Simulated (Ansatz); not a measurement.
## KCd$_{4}$Ir$_{3}$: settings compared (Ansatz)

The command:

```bash
ansatz run input.yaml --threads 1 --pin off --max-ram 2560MiB --backend cpu --events-out ev --progress --plain --runs-dir out
```

Input:

```yaml
crystal:
  lattice:
    - [2.151141, 3.72588, 0.0]
    - [-2.151141, 3.72588, 0.0]
    - [0.0, -2.48392, 11.517269]
  atoms:
    - { symbol: Cd, position: [0.08918, 0.08918, 0.26754] }
    - { symbol: Cd, position: [0.91082, 0.91082, 0.73246] }
    - { symbol: Cd, position: [0.30141, 0.30141, 0.90423] }
    - { symbol: Cd, position: [0.69859, 0.69859, 0.09577] }
    - { symbol: Ir, position: [0.22775, 0.22775, 0.68325] }
    - { symbol: Ir, position: [0.77225, 0.77225, 0.31675] }
    - { symbol: Ir, position: [0.0, 0.0, 0.0] }
    - { symbol: K, position: [0.5, 0.5, 0.5] }
  symmetry: { tolerance: 0.0003 }
kpoints:
  mp_grid: { grid: [5, 5, 5], shift: [0, 0, 0] }
magnetization:
  spin_polarized: false
scf:
  occupations: { method: fermi_dirac }
hamiltonian:
  pseudopotentials: { kind: paw }
  xc: pbe
basis:
  ecutwfc: 420
output:
  forces: true
  stress: true
  eigenvalues: true
```

Origin of the cell: a known structure type with other elements, at an estimated volume, so it need not be a known compound.

The smearing width isn't typed, so it takes its default of 0.1 eV.

Output of this run (shortened):

```
SCF iter   1: F=—  HF=-70355.325029 eV  Δρ=6.56e-3  dr2=2.51e-1  defer=31
SCF iter   2: F=—  HF=-70355.329953 eV  Δρ=6.27e-3  dr2=2.58e-1  defer=71
SCF iter   3: F=—  HF=-70355.309113 eV  Δρ=7.30e-4  dr2=3.72e-3  defer=71
SCF iter   4: F=—  HF=-70355.308823 eV  Δρ=2.85e-4  dr2=2.00e-4  defer=71
SCF iter   5: F=—  HF=-70355.308826 eV  Δρ=8.33e-5  dr2=1.61e-5  defer=71
SCF iter   6: F=—  HF=-70355.308313 eV  Δρ=2.84e-5  dr2=2.41e-6  defer=52
SCF iter   7: F=-70355.308315 eV  HF=-70355.308315 eV  Δρ=6.84e-6  dr2=6.83e-8
SCF 1 converged in 7 iterations: F = -70355.308315 eV  dr2 = 6.83e-8
SCF converged after 7 iterations
Free energy (F): -70355.308315 eV
Harris-Foulkes:  -70355.308315 eV  (|F-HF|=2.61e-8)
Internal energy: -70355.132096 eV  (E = F + TS)
E sigma→0 (E₀):  -70355.220206 eV
Entropy (-TS):   -0.176218 eV (-22.027 meV/atom)
Fermi energy:    12.011021 eV
--- Per-component energies (eV) ---
  E_band       = -2545.608611
  E_kinetic    = 4159.407925
  E_local      = -22757.637454  (includes V_loc(G=0)·N_el)
  E_nonlocal   = 369.941682
  E_hartree    = 10258.001098
  E_xc         = -1646.849276
  E_vxc        = -1952.510688  (∫ρ·V_xc dr)
  E_paw        = -44782.968030  (= ΣΔE_a)
  E_vpaw       = -2880.820229  (= ΣTr[D̂ρ^β])
  E_aug_tail   = 0.000242  (compensation charges beyond the density's cutoff)
  E_ewald      = -15955.028284
  E_smearing   = -0.176218  (= −TS)
  Σ components = -70355.308315   (vs F -70355.308315, Δ=0.00e0)
--- Forces (eV/Å), atoms counted from 1 ---
  atom   1  Cd    -0.000000    -0.000000    -0.859500
  atom   2  Cd    -0.000000     0.000000     0.859500
  atom   3  Cd    -0.000000    -0.000000     0.904023
  atom   4  Cd     0.000000     0.000000    -0.904023
  atom   5  Ir     0.000000     0.000000    -1.400474
  atom   6  Ir    -0.000000    -0.000000     1.400474
  atom   7  Ir     0.000000     0.000000     0.000000
  atom   8  K      0.000000     0.000000     0.000000
  max |Σ_I F_I| component: 5.55e-17 eV/Å
--- Stress (GPa, compression-positive) ---
        7.917566      -0.000000       0.000000
       -0.000000       7.917566      -0.000000
        0.000000      -0.000000       6.268728
  P = ⅓ Tr σ = 7.3680 GPa (73.680 kbar)
```

The same input was run again with these changes:

1. `basis.ecutwfc` 420 → "450 eV"
2. `basis.ecutwfc` 420 → "14.7 Ry"
3. `scf.algorithm` default → direct_min; `hamiltonian.hubbard` default → { sites: [{ species: Ir, l: d, u_eff: 1.0 }], double_counting: amf }
4. `scf.eigensolver.kind` default → davidson; `basis.precision` default → f64; `hamiltonian.hubbard` default → { sites: [{ species: Ir, l: d, u_eff: 3.0 }], double_counting: fll }

| run | end | SCF iterations | P (GPa) | max force component (eV/Å) | moment (μB) | ΔE(σ→0) (meV/atom) |
| --- | --- | --- | --- | --- | --- | --- |
| base | converged | 7 | 7.37 | 1.400 | – | 0 |
| 1 | converged | 7 | 7.37 | 1.400 | – | -0.86 |
| 2 | converged | 10 | 3.11 | 1.166 | – | 10078.72 |
| 3 | converged | 9 | 7.39 | 1.401 | – | – |
| 4 | converged | 10 | 6.15 | 1.323 | – | – |

Energies are compared only where functional, datasets, charge and starting cell are the same.

Not properties of the system: run 2 (too coarse or loose: `basis.ecutwfc` = "14.7 Ry").

Caveats of the base run: no moments, though an odd count or open d shells may carry them; no spin-orbit coupling, though heavy elements are present; the k mesh is coarse if the cell is a metal.

Run 2: the cutoff lies below the datasets' advice.

The base run ran for 14 s on 1 thread of Intel(R) Xeon(R) Platinum 8259CL CPU @ 2.50GHz (Skylake/Cascade Lake) (shared host), peak memory 0.62 GiB, from the program's own first density.
